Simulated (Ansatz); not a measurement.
All numbers below come from Ansatz 0.2.0, DFT PBE, scalar-relativistic, plane waves, PAW. All cells share a 420 eV cutoff and Γ-centred k meshes spaced at most about 0.3 Å⁻¹ (about 0.25 or finer for metals, 2π included). No spin polarisation in the final relaxations.

These are static total energies at zero pressure.

Two forms of GaSe4 were relaxed alike.

A.

```cif
data_structure
_symmetry_space_group_name_H-M 'Pm-3m'
_symmetry_Int_Tables_number 221
_cell_length_a 5.1425
_cell_length_b 5.1425
_cell_length_c 5.1425
_cell_angle_alpha 90.000
_cell_angle_beta 90.000
_cell_angle_gamma 90.000
_cell_volume 136.00
loop_
_atom_site_label
_atom_site_type_symbol
_atom_site_symmetry_multiplicity
_atom_site_Wyckoff_symbol
_atom_site_fract_x
_atom_site_fract_y
_atom_site_fract_z
_atom_site_occupancy
Ga1 Ga 1 b 0.50000 0.50000 0.50000 1
Se1 Se 3 d 0.50000 0.00000 0.00000 1
Se2 Se 1 a 0.00000 0.00000 0.00000 1
```

B.

```cif
data_structure
_symmetry_space_group_name_H-M 'Im-3m'
_symmetry_Int_Tables_number 229
_cell_length_a 6.2165
_cell_length_b 6.2165
_cell_length_c 6.2165
_cell_angle_alpha 90.000
_cell_angle_beta 90.000
_cell_angle_gamma 90.000
_cell_volume 240.23
loop_
_atom_site_label
_atom_site_type_symbol
_atom_site_symmetry_multiplicity
_atom_site_Wyckoff_symbol
_atom_site_fract_x
_atom_site_fract_y
_atom_site_fract_z
_atom_site_occupancy
Ga1 Ga 2 a 0.00000 0.00000 0.00000 1
Se1 Se 8 c 0.25000 0.25000 0.25000 1
```

Question: Which is lower in energy, and by how much?

Answer: B is lower, by 65 meV/atom. A has space group Pm-3m (No. 221), 27.2 Å³/atom and no gap on its mesh; B has space group Im-3m (No. 229), 24.0 Å³/atom and no gap. Counting Se atoms around Ga (those within 1.25 times the shortest such distance or 1.15 times the sum of covalent radii, 1.27 where that leaves under three; a plus sign parts nearer from farther groups; the shortest distance is added where it exceeds 1.18 times the sum of covalent radii), A has Ga 12+8 from 3.6 Å and B has Ga 8. A holds Se–Se bonds in all directions (shortest 2.57 Å); in B the shortest Se–Se distance is 3.11 Å. The denser one is the lower, and pressure would at first widen the difference. Even the lower one lies +0.31 eV/atom against the reference forms of the elements (uncorrected), so neither is stable at this level. In A, Ga has 12 Se at 3.64 Å (long against the sum of covalent radii); around Se on a site of symmetry 4/mmm lie 2 Se at 2.57 Å, 4 Ga at 3.64 Å and 8 Se at 3.64 Å; Se on a site of symmetry m-3m is surrounded by 6 Se at 2.57 Å. In B, Ga has 8 Se at 2.69 Å; around Se lie 2 Ga at 2.69 Å and 6 Se at 3.11 Å. Both come from invented guesses.

In Pm-3m, Im-3m an odd number of electrons in the primitive cell allows no gap without spin; a larger cell or a magnetic state could open one. Ga stands nearly free of neighbours here, and without spin polarisation the energy of such atoms comes out too high. A magnetic state wasn't ruled out in cells without spin, among them Pm-3m, Im-3m. Cells relaxed within their symmetry can be saddle points.
